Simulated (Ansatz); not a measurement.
One crystal and one scan (frozen-phonon scan) at two levels, PBE (plane waves to 420 eV, PAW, scalar-relativistic; Ansatz, an electronic-structure program) and r2SCAN (plane waves to 500 eV, PAW, scalar-relativistic; Ansatz), each from its own relaxed cell and on its own mesh. The cell shown is that of PBE.

Starting cell, SiC (wurtzite):

```
CELL_PARAMETERS angstrom
      6.18384     0.00000     0.00000
     -1.54596     2.67768     0.00000
      0.00000     0.00000     5.07421
ATOMIC_POSITIONS crystal
  Si 0.33333 0.33333 0.00052
  Si 0.83333 0.33333 0.00052
  Si 0.16667 0.66667 0.50052
  Si 0.66667 0.66667 0.50052
  C  0.33333 0.33333 0.62468
  C  0.83333 0.33333 0.62468
  C  0.16667 0.66667 0.12468
  C  0.66667 0.66667 0.12468
```

The atoms are displaced by Q × the pattern below (from a DFPT mode at M = (0.5, 0.0, 0.0), largest move 1; Q in Å), at fixed cell. (q is in reciprocal vectors of the primitive cell; the cell shown is doubled to hold the pattern.)

```csv
atom,x,y,z
Si1,-0.859,-0.496,-0.128
Si2,0.859,0.496,0.128
Si3,0.859,0.496,-0.128
Si4,-0.859,-0.496,0.128
C5,-0.442,-0.255,0.432
C6,0.442,0.255,-0.432
C7,0.442,0.255,0.432
C8,-0.442,-0.255,-0.432
```

SiC was relaxed with its symmetry unable to fall. The PAW data are Ansatz's earlier set. Percentages come from the unrounded values. Both scans cover Q from -0.180 to 0.180 Å.

Results of PBE:

| Property | Result |
|---|---|
| Lattice constant a (Å) | 3.092 |
| Lattice constant c (Å) | 5.074 |
| Relaxed volume (Å³/atom) | 10.50 |
| Energy at Q = 0.180 Å (meV/cell) | 2270 |
| Harmonic wavenumber from the curvature (finite differences) (cm⁻¹ (negative: imaginary)) | 543 |
| Space group of the distorted cell | Pmn2_1 (No. 31), lowered from P6_3mc |
| Symmetry of the curve | even: the same for both signs |
| Shape of the curve | a single well with its minimum at or next to zero displacement |

**Question.** Estimate the r2SCAN values.

**Answer.** 
| quantity | r2SCAN | PBE − r2SCAN |
|---|---|---|
| Lattice constant a (Å) | 3.075 | +0.017 (+0.5 %) |
| Lattice constant c (Å) | 5.049 | +0.025 (+0.5 %) |
| Relaxed volume (Å³/atom) | 10.34 | +0.16 (+1.6 %) |
| Energy at Q = 0.180 Å (meV/cell) | 2435 | -165 (-6.8 %) |
| Harmonic wavenumber from the curvature (finite differences) (cm⁻¹ (negative: imaginary)) | 564 | -21 (-3.7 %) |

PBE gives the higher value for: lattice constant a; lattice constant c; relaxed volume. PBE gives the lower value for: energy at Q = 0.180 Å; harmonic wavenumber from the curvature. Both give the same space group of the distorted cell: Pmn2_1 (No. 31), lowered from P6_3mc. Neither level is exact: the differences show how much the result hangs on the functional.

(A displaced cell: forces are minus the slopes of the energy, force constants its curvatures, and phonons follow from these.)
